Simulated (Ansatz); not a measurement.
**Ta₂O₅ (Pmmm), ideal shear of a crystal plane**

Method: Ansatz 0.2.0, DFT PBEsol, scalar-relativistic, plane waves, PAW. Cutoff 420 eV, Γ-centred 9×9×3 k-points, Gaussian smearing of 0.03 eV. Spin–orbit coupling is left out, which can shift energies with elements as heavy as these. No spin polarisation. Energies are free energies at this smearing, counted from the undisturbed cell; pressure is positive in compression.

Zero of the scan (relaxed at this level; it needn't be the usual structure):

```
Ta O
1.0
    -3.66999    0.00000    0.00000
     0.00000   -3.85909    0.00000
     0.00000    0.00000   12.86696
Ta O
4 10
Direct
  0.50000 0.00000 0.16980
  0.50000 0.00000 0.66980
  0.00000 0.00000 0.91980
  0.00000 0.00000 0.41980
  0.50000 0.50000 0.16980
  0.50000 0.50000 0.66980
  0.00000 0.00000 0.25943
  0.00000 0.00000 0.75943
  0.00000 0.50000 0.91980
  0.00000 0.50000 0.41980
  0.50000 0.00000 0.91980
  0.50000 0.00000 0.41980
  0.00000 0.00000 0.08017
  0.00000 0.00000 0.58017
```

The cut lies on the cell's a–b face, a (0 0 1) plane (indices in the standard cell, whose axes needn't be the Cartesian ones shown) of area 14.16 Å², between layers 2.06 Å apart. Vector c is tilted by f times 0·a + 1·b (length 3.859 Å) with the atoms' Cartesian places fixed: one unrelaxed fault a cell. The traction is dγ/du, the slope of γ against the slip u in Å. Some rows repeat others by symmetry and weren't run.

| f | γ (mJ/m²) | traction (GPa) |
| --- | --- | --- |
| 0.0000 | 0 | 0.0 |
| 0.1000 | 149 | 8.0 |
| 0.2000 | 632 | 16.9 |
| 0.3000 | 1404 | 21.8 |
| 0.4000 | 2179 | 16.3 |
| 0.5000 | 2516 | 0.0 |
| 0.6000 | 2179 | -16.3 |
| 0.7000 | 1404 | -21.8 |
| 0.8000 | 632 | -16.9 |
| 0.9000 | 149 | -8.0 |

Q: Read off the first barrier and the stress needed to climb it, and compare with Frenkel's sinusoid.

A: The first sampled maximum lies at f = 0.500, a slip of 1.93 Å, with γ ≈ 2516 mJ/m², which stands in for the unstable fault energy γ_us, and the steepest sampled slope before it is 21.8 GPa. A sinusoid γ = γ_us sin²(πu/λ) with its maximum there has λ = 3.86 Å and a largest slope πγ_us/λ = 20.5 GPa (1 mJ/m² per Å = 0.01 GPa).

Q: Is there a metastable fault on this line?

A: Apart from points where γ returns to about zero, no local minimum shows among the samples, so at this sampling the line offers no fault for a dislocation to split on; a fault can still lie off the line.

The cut is rigid; relaxing the faces lowers these energies and usually the stresses.

Cost: 6 runs of about 4.3 core-minutes in all, on Intel Xeon 6975P-C (Granite Rapids) (shared hosts).